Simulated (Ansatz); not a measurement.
GaP (zinc blende)

```yaml
crystal:
  lattice:
    - [0.00000, 5.50603, 5.50603]
    - [2.75302, 0.00000, 2.75302]
    - [2.75302, 2.75302, 0.00000]
  atoms:
    - { symbol: P, position: [0.37500, 0.75000, 0.75000] }
    - { symbol: P, position: [0.87500, 0.75000, 0.75000] }
    - { symbol: Ga, position: [0.00000, 0.00000, 0.00000] }
    - { symbol: Ga, position: [0.50000, 0.00000, 0.00000] }
```

The atoms are displaced by Q × the pattern below (from a DFPT mode at L = (0.5, 0.0, 0.0), largest move 1; Q in Å), at fixed cell. (q is in reciprocal vectors of the primitive cell; the cell shown is doubled to hold the pattern.)

```csv
atom,x,y,z
P1,-0.098,0.098,0.098
P2,0.098,-0.098,-0.098
Ga3,-0.577,0.577,0.577
Ga4,0.577,-0.577,-0.577
```

The numbers are results of PBE (plane waves to 420 eV, PAW, scalar-relativistic; Ansatz, an electronic-structure program), not measurements. k mesh 5×10×10 (Γ-centred), Fermi-Dirac smearing 0.05 eV. Energies are smeared free energies. As the smearing reaches across the gap at some points, energies and forces of such displacements shift with the k mesh and the smearing. GaP was relaxed with its symmetry unable to fall. ΔE is measured from the undisplaced structure. The last digit holds for this mesh only.

| Q (Å) | ΔE (meV/cell) |
|---|---|
| -0.2800 | 1018.2 |
| -0.2333 | 709.4 |
| -0.1867 | withheld |
| -0.1400 | 255.8 |
| -0.0933 | 113.8 |
| -0.0467 | 28.5 |
| 0.0000 | 0.0 |
| 0.0467 | 28.5 |
| 0.0933 | 113.8 |
| 0.1400 | 255.8 |
| 0.1867 | withheld |
| 0.2333 | 709.4 |
| 0.2800 | 1018.2 |

Question: Fit an even polynomial form (powers 2, 4, 6) to the given rows and predict ΔE at Q = 0.1867.

Answer: Least squares on the 11 given rows: ΔE = (13050)·Q² + (835.1)·Q⁴ + (-20640)·Q⁶, in meV/cell with Q in Å; root-mean-square residual 0.10 meV/cell. At 0.1867 the fit gives 455.0 meV/cell; the calculation gives 454.5 meV/cell, so the interpolation is off by 0.5 (+0.1 %). The quadratic term alone would give 454.9 meV/cell.

(For displaced atoms, the force is minus the slope of the energy, and its curvature is a force constant, which sets phonon frequencies.)
